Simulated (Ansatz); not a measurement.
**Trajectory cell Al27Ga5N32 of zincblende GaN alloyed with AlN**

Theory: Ansatz, DFT, PBEsol, PAW, plane waves.

Command:

```sh
ansatz run in.yaml --threads 8 --pin off --max-ram 118750MiB --runs-dir r --events-out ev --progress --plain --backend cuda --devices 0,
```

The input less its lattice and atoms:

```yaml
accuracy: low
crystal:
  symmetry: { detect: false }
kpoints:
  mp_grid: { grid: [1, 1, 1], shift: [0.25, 0.25, 0.25] }
hamiltonian:
  xc: pbesol
scf:
  occupations: { method: fermi_dirac, width: 0.1 }
md:
  ensemble: nvt_langevin
  timestep: 2.5
  n_steps: 240
  temperature: 1200
  temperature_schedule: [{ n_steps: 120, end_temperature: 1200 }, { n_steps: 120, end_temperature: 1200 }]
  friction: 0.02
  initial_velocities: maxwell_boltzmann
  seed: 1
```

Start:

```
Al Ga N
1.0
     8.84431    0.00000    0.00000
     0.00000    8.84431    0.00000
     0.00000    0.00000    8.84431
Al Ga N
27 5 32
Direct
  0.00254 0.00457 0.00130
  0.00097 0.00016 0.50083
  0.99460 0.50357 0.00245
  0.49839 0.99958 0.99982
  0.49785 0.00432 0.50143
  0.49817 0.49716 0.99738
  0.50059 0.50010 0.50304
  0.25148 0.24993 0.49751
  0.24938 0.75196 0.99761
  0.24913 0.74905 0.49887
  0.74736 0.25067 0.99906
  0.74529 0.24971 0.50071
  0.74962 0.74930 0.99692
  0.75220 0.75054 0.50082
  0.25212 0.00109 0.24607
  0.24951 0.99551 0.75229
  0.24790 0.49657 0.24670
  0.74849 0.00066 0.25423
  0.75117 0.50198 0.25002
  0.75448 0.50093 0.75147
  0.00322 0.24972 0.25399
  0.99523 0.24948 0.74819
  0.00193 0.75505 0.24918
  0.00000 0.75177 0.75167
  0.50113 0.24872 0.24812
  0.49721 0.25243 0.74727
  0.50033 0.74970 0.25027
  0.00215 0.49847 0.50024
  0.25575 0.25194 0.00058
  0.24864 0.49925 0.74680
  0.75370 0.00183 0.75001
  0.50144 0.75165 0.75251
  0.12558 0.12472 0.12170
  0.12613 0.12361 0.62397
  0.12709 0.62204 0.12368
  0.12681 0.62354 0.62506
  0.62779 0.12730 0.12167
  0.62520 0.12554 0.62452
  0.62688 0.62381 0.12429
  0.62245 0.62322 0.62152
  0.37302 0.37772 0.12342
  0.37687 0.37382 0.62311
  0.37501 0.87480 0.12578
  0.37202 0.87028 0.62627
  0.87606 0.37537 0.12335
  0.87464 0.37607 0.62411
  0.86871 0.87293 0.12385
  0.87815 0.87440 0.62583
  0.37519 0.12751 0.37517
  0.37621 0.12023 0.87426
  0.37418 0.62320 0.37778
  0.37519 0.62302 0.87797
  0.87706 0.12347 0.37447
  0.87429 0.12637 0.87439
  0.87388 0.62187 0.37561
  0.86932 0.62582 0.87447
  0.12723 0.37802 0.37374
  0.12521 0.37557 0.87825
  0.12657 0.87355 0.37519
  0.12980 0.87563 0.87992
  0.62740 0.37801 0.37308
  0.61972 0.37383 0.87562
  0.62516 0.87470 0.37009
  0.62451 0.87527 0.87418
```

Some of the steps:

```csv
step,"free energy without the kinetic part, less step 39 (eV)",temperature (K),largest force component (eV/Å)
39,0.000,955,5.03
79,0.417,1153,5.15
119,-1.096,1282,3.81
159,-1.788,1043,3.69
199,-0.882,1160,4.62
239,1.692,1094,4.34
```

Structure at step 159 of the program's count:

```
Al Ga N
1.0
     8.84431    0.00000    0.00000
     0.00000    8.84431    0.00000
     0.00000    0.00000    8.84431
Al Ga N
27 5 32
Cartesian
  8.7140 0.0165 8.7167
  8.7914 0.0417 4.4051
  8.6448 4.4135 0.1041
  4.5020 8.7837 0.0662
  4.2282 8.7362 4.3796
  4.4693 4.4484 8.8438
  4.3149 4.3967 4.4662
  2.2691 2.3097 4.2983
  2.1673 6.6770 0.0544
  2.1146 6.6949 4.3731
  6.6285 2.1782 0.0148
  6.3461 2.4059 4.2990
  6.6402 6.5574 0.1787
  6.6788 6.6838 4.4769
  2.1147 0.0202 2.1363
  2.2180 0.0480 6.7002
  2.3410 4.2768 1.9166
  6.5491 8.8111 2.2522
  6.5088 4.3560 2.3110
  6.5154 4.4709 6.7267
  8.6137 2.1129 2.3168
  8.6920 2.1764 6.5341
  8.8124 6.5630 2.2188
  8.6814 6.8668 6.7437
  4.3510 2.0460 2.1771
  4.2176 2.2212 6.7713
  4.3885 6.6412 2.4014
  0.0074 4.4466 4.4962
  2.0413 2.1381 0.0888
  2.1174 4.4669 6.7622
  6.3901 0.0709 6.5609
  4.3276 6.5536 6.6153
  0.8484 0.9263 1.0922
  1.1445 1.0202 5.4312
  1.1674 5.5566 1.2106
  1.0004 5.7113 5.5831
  5.6936 0.9410 1.0663
  5.2023 1.2276 5.4268
  5.4211 5.5527 1.1356
  5.5484 5.5268 5.4695
  3.3961 3.2031 1.0864
  3.2296 3.3677 5.6422
  3.5017 7.6353 1.1496
  3.2110 7.7315 5.5124
  7.6698 3.2231 1.0591
  7.5359 3.3310 5.5678
  7.6274 7.7201 1.1746
  7.6664 7.8308 5.5689
  3.2506 1.1335 3.2022
  3.2931 1.1098 7.9286
  3.0547 5.2872 3.2909
  3.2518 5.5174 7.8540
  7.5135 1.1659 3.3476
  7.5964 1.1534 7.7432
  7.5254 5.5642 3.3833
  7.7077 5.5644 7.7770
  1.0189 3.3377 3.3811
  1.0186 3.2934 7.8939
  0.9577 7.8551 3.2243
  1.0404 7.8462 7.8174
  5.2780 3.2620 3.2442
  5.3867 3.2495 7.8068
  5.6011 7.7059 3.4772
  5.6125 7.6615 7.7737
```

End:

```
Al Ga N
1.0
     8.84431    0.00000    0.00000
     0.00000    8.84431    0.00000
     0.00000    0.00000    8.84431
Al Ga N
27 5 32
Direct
  0.96940 0.02548 0.01439
  0.98932 0.00480 0.51859
  0.96998 0.51824 0.02069
  0.47305 0.00528 0.01335
  0.46834 0.02670 0.51975
  0.46416 0.52064 0.02826
  0.47559 0.50119 0.51966
  0.21809 0.24362 0.49861
  0.21394 0.74430 0.02991
  0.20345 0.76233 0.49073
  0.70009 0.27166 0.01091
  0.74797 0.26326 0.49706
  0.71773 0.76250 0.02265
  0.73328 0.77995 0.51145
  0.22439 0.00527 0.24828
  0.22973 0.98148 0.78302
  0.22595 0.50398 0.27344
  0.72698 0.02073 0.25022
  0.72808 0.51362 0.26004
  0.71616 0.49073 0.76591
  0.97152 0.26880 0.24117
  0.96268 0.25170 0.76771
  0.95272 0.73442 0.25188
  0.97784 0.77282 0.76870
  0.45232 0.26721 0.26912
  0.45463 0.25977 0.74274
  0.47946 0.76419 0.28843
  0.95969 0.50308 0.53679
  0.24033 0.27270 0.99121
  0.21280 0.49790 0.73383
  0.72396 0.01116 0.76681
  0.46499 0.75554 0.74611
  0.10029 0.14962 0.11616
  0.10322 0.12331 0.63531
  0.09805 0.63119 0.15637
  0.08396 0.65093 0.62375
  0.60138 0.15896 0.15108
  0.61015 0.15367 0.63463
  0.60853 0.63823 0.16175
  0.60876 0.61867 0.63832
  0.35173 0.40463 0.14743
  0.35289 0.37994 0.62121
  0.35189 0.86192 0.13251
  0.33173 0.88866 0.62323
  0.83453 0.38471 0.14544
  0.83314 0.38118 0.63992
  0.84698 0.88725 0.13595
  0.86000 0.91048 0.63433
  0.35275 0.13466 0.37807
  0.35574 0.13191 0.87273
  0.35046 0.64000 0.39931
  0.34457 0.63488 0.90897
  0.86795 0.12648 0.36640
  0.83696 0.14385 0.88475
  0.83613 0.63702 0.41489
  0.84692 0.62511 0.88564
  0.09197 0.37907 0.37716
  0.08054 0.39420 0.89264
  0.06549 0.86598 0.38475
  0.10630 0.86903 0.89643
  0.60266 0.37380 0.37899
  0.56421 0.38174 0.88827
  0.60106 0.90713 0.39806
  0.57714 0.87938 0.90408
```

The run ended as planned.

Time: 88 s of wall time on one NVIDIA GB300 with 8 processor threads, on a host shared with other runs; peak host memory 1.7 GiB.
